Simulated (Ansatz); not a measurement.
HfO$_{2}$:
```
CELL_PARAMETERS angstrom
      5.24671     0.00000     0.00000
      0.00000     5.03029     0.00000
      0.00000     0.00000     5.05928
ATOMIC_POSITIONS crystal
  Hf 0.03257 0.26704 0.24859
  Hf 0.96743 0.73296 0.74859
  Hf 0.53257 0.73296 0.24859
  Hf 0.46743 0.26704 0.74859
  O  0.36703 0.07004 0.10897
  O  0.63297 0.92996 0.60897
  O  0.86703 0.92996 0.10897
  O  0.13297 0.07004 0.60897
  O  0.23216 0.53890 0.99844
  O  0.76784 0.46110 0.49844
  O  0.73216 0.46110 0.99844
  O  0.26784 0.53890 0.49844
```

Relaxed with r²SCAN. Special points in fractions of this cell's reciprocal vectors: Γ (0.000, 0.000, 0.000); X (0.500, 0.000, 0.000); S (0.500, 0.500, 0.000); Y (0.000, 0.500, 0.000); Z (0.000, 0.000, 0.500); U (0.500, 0.000, 0.500); R (0.500, 0.500, 0.500); T (0.000, 0.500, 0.500).

### Question
List the band energies nearest the valence-band maximum at these points for plane-wave PAW r²SCAN with spin–orbit coupling (Ansatz code).

### Answer
In eV from the valence-band maximum; about four levels below and three above (degenerate sets whole), none deeper than 8.9 eV; points with the same levels are listed once.

```
k                    below                above
-  -----------------------  -------------------
Γ    -0.06 -0.06 0.00 0.00  5.43 5.43 5.72 5.72
X  -0.39 -0.39 -0.38 -0.38  5.69 5.69 5.71 5.71
S  -0.49 -0.49 -0.45 -0.45  5.15 5.15 5.23 5.23
Y  -0.18 -0.18 -0.12 -0.12  5.05 5.05 5.40 5.40
Z  -0.25 -0.25 -0.25 -0.25  5.14 5.14 5.14 5.14
U  -0.68 -0.68 -0.68 -0.68  5.56 5.56 5.68 5.68
R  -0.82 -0.82 -0.82 -0.82  5.14 5.14 5.18 5.18
T  -0.35 -0.35 -0.35 -0.35  5.04 5.04 5.04 5.04
```

Space group Pca2_1. Symmetry was held in the r²SCAN relaxation. No spin polarisation was allowed.

Potentials: the later of the program's two PAW sets.
